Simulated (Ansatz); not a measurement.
MoS2 in space group Pnnm (No. 58; Mo on 2a, S on 4g), PBE in the plane-wave PAW code Ansatz, all energies at zero smearing, with the estimated change up to a 700 eV cutoff added, with one set of potentials and settings (totals compare only within such a set). Cell of 6 atoms (2 Mo, 4 S): -13523.569 eV.

```json
[
 {"element": "Mo", "reference phase": "Im-3m, 1 atoms in the cell", "E (eV/atom)": "-4956.0212"},
 {"element": "S", "reference phase": "Fddd, 32 atoms in the cell", "E (eV/atom)": "-902.0599"}
]
```

Formation energy per atom, worked out: (-13523.569 − 2×(-4956.0212) − 4×(-902.0599))/6 = -0.548 eV/atom (-53 kJ per mol of atoms), at 0 K, without zero-point energy or fitted corrections.

The cell is a constructed one: a structure type filled with these elements; neither database checked (COD, Materials Project) lists it. It is not the phase usual at ambient conditions (space group No. 160, 194). Symmetry was held in the PBE relaxation; whether a distortion lowers the energy is not shown. No spin polarisation was allowed. The references are the lowest solids computed at this level, not always the standard phases.

Potentials: the later of the program's two PAW sets.
